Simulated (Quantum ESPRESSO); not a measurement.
Kohn-Sham bands of CaSi (Cmcm)

```xyz
4
Lattice="0.0000 0.0000 3.9054 -4.5549 0.0000 0.0000 2.2775 -5.3457 0.0000" Properties=species:S:1:pos:R:3 pbc="T T T"
Ca     0.0000    -1.4809    -0.9764
Ca     0.0000     1.4809     0.9764
Si    -2.2775     0.7318    -0.9764
Si     2.2775    -0.7318     0.9764
```

Materials Project entry mp-1563; symmetrised, unrelaxed at this level. COD (Crystallography Open Database) has an entry of this formula and space group (matched by these alone). Level: PBEsol, no spin polarisation, no spin-orbit coupling; pw.x of Quantum ESPRESSO at 55 Ry with PseudoDojo potentials, 6×6×6 k-points, Wannier90. Density: 8×8×8 mesh, cold smearing 0.01 Ry.

Energies are relative to the Fermi level; weights are on the orthonormalised atomic waves of the pseudopotential files, averaged over the group. 28 electrons a cell are treated as valence.

### Question
Into which isolated groups do the bands fall, where do they lie and what are they made of?

### Answer
```
bands  from (eV)  to (eV)  filling             weight on atomic waves
-----  ---------  -------  -------  ---------------------------------
1–2       -40.84   -40.81   filled                         Ca 3s 98 %
3–8       -22.08   -21.84   filled                         Ca 3p 99 %
9–10      -10.18    -4.89   filled  Si 3s 64 %, Si 3p 25 %, Ca 4s 9 %
```

No gap over 0.05 eV opens at the Fermi level at this level of theory; semilocal functionals close the gap of some real semiconductors.
